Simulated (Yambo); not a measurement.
G0W0@LDA for MgZn3S4 (space group P-43m, No. 215) in Yambo (2×2×2 mesh, 8 Ry block, plasmon pole, screening fixed), without a terminator:

```
bands N in G  gap Γ → Γ (eV)  shift of the valence edge (eV)
------------  --------------  ------------------------------
126                    3.571                          -0.428
207                    3.591                          -0.677
317                    3.618                          -0.798
```

Extrapolate both columns to infinite N with E(N) = E∞ + A/N, test the form, and compare with the terminator.

From two points, E∞ = (N2 E2 − N1 E1)/(N2 − N1). The two largest N give 3.67 eV for the gap and -1.03 eV for the shift; the two smallest give 3.62 eV and -1.06 eV. For the gap the slopes A are -6.4 and -16 eV: the form isn't reached, and its limit is uncertain. For the shift the slopes A are 80 and 72 eV: the 1/N form holds. With the Bruneval-Gonze terminator and 317 bands the run gives 3.66 eV and -0.91 eV, 0.01 eV and 0.11 eV from the extrapolated values: the terminator too is an estimate of the remainder. Block, mesh and the bands in W are held fixed.

Geometry of the Materials Project entry, not relaxed at this level; primitive cell a = b = c = 5.455 Å, α = β = γ = 90.00°.

The structure is a Materials Project entry; no match was found in the copy of COD used, and its stability was not checked.

A shift is the quasiparticle energy of the state minus its LDA energy.
